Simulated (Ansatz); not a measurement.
Si in space group P6_3/mmc (No. 194; Si on 4f), plane-wave PAW r²SCAN (Ansatz code). The conduction-band minimum lies at M, with 3 equivalent valleys. Second derivatives d²E/dk² of the lowest band at one valley (eV·Å²), along Cartesian directions:

| direction | d²E/dk² |
|---|---|
| [100] | 70.21 |
| [010] | 7.091 |
| [001] | 7.079 |
| [110] | 38.67 |
| [101] | 38.67 |
| [011] | 7.083 |

Question: Find the principal effective masses, the density-of-states mass and the conductivity mass.

Answer: Off-diagonal terms follow from H_xy = H[110] − (H_xx + H_yy)/2, and m*/mₑ = 7.620 eV·Å² over each eigenvalue: 0.11, 1.1, 1.1. One valley's DOS mass (m₁m₂m₃)^(1/3) = 0.50, conductivity mass 3/(Σ 1/mᵢ) = 0.27 mₑ.

Question: What effective density of states Nc follows at 300 K for parabolic valleys?

Answer: Nc = 2.509e19 × 3 × (0.50)^(3/2) ≈ 2.7e19 cm⁻³.

Question: With the computed static dielectric constant 11.7 (mean of the diagonal), estimate a hydrogenic donor's binding energy and radius.

Answer: E = 13.606 eV × 0.27/11.7² ≈ 27 meV; a = 0.529 Å × ε/m* ≈ 23 Å. Semilocal masses tend to be too small where the gap is.

The workflow started from a Materials Project entry (that database holds measured and hypothetical structures alike); the Crystallography Open Database copy checked does not list it. It is not the phase usual at ambient conditions (space group No. 227). The r²SCAN relaxation kept the symmetry of its start; phonons on a q-mesh show no instability.

Potentials: the later of the program's two PAW sets.
